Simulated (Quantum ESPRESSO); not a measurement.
## Kohn-Sham bands of SiO2 (P4₁2₁2)

```
SiO2
1.0
    4.99265     0.00000     0.00000
    0.00000     4.99265     0.00000
    0.00000     0.00000     6.93393
Si O
4 8
Direct
  0.69866   0.69866   0.50000
  0.80134   0.19866   0.75000
  0.30134   0.30134   0.00000
  0.19866   0.80134   0.25000
  0.89357   0.76139   0.32011
  0.73861   0.39357   0.57011
  0.10643   0.23861   0.82011
  0.26139   0.60643   0.07011
  0.39357   0.73861   0.42989
  0.23861   0.10643   0.17989
  0.60643   0.26139   0.92989
  0.76139   0.89357   0.67989
```

Materials Project entry mp-6945; symmetrised, unrelaxed at this level. COD (Crystallography Open Database) has the formula in 34 space groups, this one among them (matched by group alone). Computed values, not measurements, from PBEsol: Quantum ESPRESSO (norm-conserving PseudoDojo potentials, cutoff 68 Ry, no spin polarisation, no spin-orbit coupling) on a Γ-centred 4×4×4 mesh, then Wannier90. Density: 6×6×6 mesh, cold smearing 0.01 Ry.

Problem. List the Kohn-Sham levels between −8 and 8.7 eV relative to the valence-band maximum at the high-symmetry points, as a band run of pw.x on that density gives them (levels within 2 meV counted together).

Solution. 
```
point  k (reciprocal lattice)                                                                                                                                                levels (eV)
-----  ----------------------  ---------------------------------------------------------------------------------------------------------------------------------------------------------
Γ           0.000 0.000 0.000   -7.43 (×2), -5.84, -5.73 (×2), -5.23, -5.09, -2.98, -2.96 (×2), -2.42, -2.31, -2.03, -1.81, -1.79 (×2), -1.31 (×2), -1.24, -0.68, -0.29 (×2), 0.00, 5.70
X           0.000 0.500 0.000              -6.39 (×2), -5.48 (×2), -5.29 (×2), -3.05 (×2), -2.68 (×2), -2.22 (×2), -2.01 (×2), -1.61 (×2), -1.02 (×2), -0.65 (×2), -0.49 (×2), 7.72 (×2)
M           0.500 0.500 0.000  -7.53 (×2), -7.42 (×2), -5.14 (×2), -5.00 (×2), -3.01 (×2), -2.86 (×2), -2.51 (×2), -2.30 (×2), -1.35 (×2), -1.33 (×2), -0.60 (×2), -0.55 (×2), 8.66 (×2)
Z           0.000 0.000 0.500              -6.22 (×2), -5.54 (×2), -5.41 (×2), -2.88 (×2), -2.54 (×2), -2.10 (×2), -1.93 (×2), -1.92 (×2), -0.82 (×2), -0.53 (×2), -0.40 (×2), 6.94 (×2)
R           0.000 0.500 0.500              -6.26 (×2), -5.44 (×2), -5.42 (×2), -3.19 (×2), -2.48 (×2), -2.25 (×2), -1.97 (×2), -1.73 (×2), -1.00 (×2), -0.93 (×2), -0.18 (×2), 8.01 (×2)
A           0.500 0.500 0.500                                                                                     -7.46 (×4), -5.11 (×4), -3.00 (×4), -2.26 (×4), -1.35 (×4), -0.63 (×4)
```
